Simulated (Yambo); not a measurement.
Quantum ESPRESSO input (PBEsol, PseudoDojo standard norm-conserving files, scalar-relativistic) whose wavefunctions are converted with p2y:

```
&CONTROL
  calculation = 'nscf'
  pseudo_dir = './pseudo'
  outdir = './out'
/
&SYSTEM
  ibrav = 0
  nat = 12
  ntyp = 2
  ecutwfc = 72.0
  ecutrho = 288.0
  occupations = 'fixed'
  force_symmorphic = .true.
  nbnd = 311
/
&ELECTRONS
  conv_thr = 1.2000000000000002e-08
  diago_full_acc = .true.
  diago_thr_init = 1e-08
/
ATOMIC_SPECIES
H 1.0080 H.upf
Ba 137.3270 Ba.upf
CELL_PARAMETERS angstrom
  6.842800000000   0.000000000000   0.000000000000
  0.000000000000   4.178290000000   0.000000000000
  0.000000000000   0.000000000000   7.890760000000
ATOMIC_POSITIONS crystal
H   0.528160000000   0.250000000000   0.680820000000
H   0.471840000000   0.750000000000   0.319180000000
H   0.971840000000   0.750000000000   0.180820000000
H   0.028160000000   0.250000000000   0.819180000000
H   0.354920000000   0.750000000000   0.928430000000
H   0.645080000000   0.250000000000   0.071570000000
H   0.145080000000   0.250000000000   0.428430000000
H   0.854920000000   0.750000000000   0.571570000000
Ba   0.760520000000   0.250000000000   0.387110000000
Ba   0.239480000000   0.750000000000   0.612890000000
Ba   0.739480000000   0.750000000000   0.887110000000
Ba   0.260520000000   0.250000000000   0.112890000000
K_POINTS automatic
1 2 1 0 0 0
```

Yambo's initialisation report on symmetry, reciprocal space, the k grid and the gaps on this mesh:

```
  [02.02] Symmetries
  ==================

  Inversion symmetry    : yes
  Spatial inversion     : yes
  Inversion index       :  2
  K-space Time-reversal : no
  Magnetic symmetries   : no
  Group table correct   : yes
  Symmetries units      :  [cc]

  [02.03] Reciprocal space
  ========================

  nG shells         :  16609
  nG charge         :  125755
  nG WFs            :  17937
  nC WFs            :  15791
  G-vecs. in first 80 shells:  [ Number ]
    1   3   5   9  11  13  17  21  23
    27   35   39   43   47   55   57   61   69
    73   75   79   87   91   99  101  105  109
   113  117  121  123  131  139  143  151  155
   163  167  171  179  187  195  199  201  205
   209  213  221  229  237  241  249  251  255
   263  267  271  279  283  287  295  303  311
    319   323   327   331   339   347   349   353   355
    359   367   375   379   387   395   399   407
  ...
  Shell energy in first 80 shells:  [ mHa ]
     0.0000   88.7757  118.0495  206.8253  316.6175  355.1030  405.3932  434.6670  472.1982
   473.1525  523.4427  560.9739  671.7204  788.8156  789.7700  798.9817  827.3012  877.5914
    917.031      1062.45      1115.60      1143.92      1151.22      1233.65      1266.47      1271.18      1355.25
    1379.06      1384.52      1417.55      1420.41      1467.84      1473.30      1538.46      1587.80      1621.57
    1734.17      1737.03      1738.67      1739.62      1827.44      1855.08      1861.43      1888.79      1892.61
    1977.57      2065.45      2093.77      2178.05      2183.50      2205.41      2209.23      2219.39      2243.90
    2294.19      2328.92      2337.44      2417.69      2482.86      2536.01      2537.65      2560.51      2654.06
    2684.02      2686.88      2687.77      2691.59      2799.48      2804.93      2849.56      2938.33      2951.24
    2967.61      3004.39      3008.21      3040.01      3056.38      3127.90      3155.26      3159.08
  ...

  [02.04] K-grid lattice
  ======================

  Compatible Grid is   : 1D
  Base K vectors       :  K_min[ 1 ]  K_min[ 2 ]  K_min[ 3 ]
  K_min[ 1 ] :  0.000000 -0.500000  0.000000 [rlu]
  Grid dimensions      :  2
  K lattice UC volume  :  0.081463 [a.u.]

  IBZ K-points                                      :  2
  BZ  K-points                                      :  2

  K/Q-points units:
  rlu = crystal or reduced units; cc = cartesian coordinates; iku = interal k-units

  K [1]          [rlu]:  0.000000  0.000000  0.000000
         WF components:  15791
  K [2]          [rlu]:  0.000000 -0.500000  0.000000
         WF components:  15666

  [02.05] Energies & Occupations
  ==============================

  [X] === General ===
  [X] Electronic Temperature                        :  0.000000  0.000000 [eV K]
  [X] Bosonic    Temperature                        :  0.000000  0.000000 [eV K]
  [X] Finite Temperature mode                       : no
  [X] El. density                                   :  0.21276E+24 [cm-3]
  [X] Fermi Level                                   :  4.557389 [eV]

  [X] === Gaps and Widths ===
  [X] Conduction Band Min                           :  3.251933 [eV]
  [X] Valence Band Max                              :  0.000000 [eV]
  [X] Filled Bands                                  :  24
  [X] Empty Bands                                   :   25  311
  [X] Direct Gap                                    :  3.453462 [eV]
  [X] Direct Gap localized at k                     :  1
  [X] Indirect Gap                                  :  3.251933 [eV]
  [X] Indirect Gap between kpts                     :  1  2
  [X] Last valence band width                       :  0.814056 [eV]
  [X] 1st conduction band width                     :  0.201528 [eV]
```
The gaps are PBEsol values on this mesh alone; only operations without fractional translations are kept.

Geometry of the Materials Project entry, not relaxed at this level.
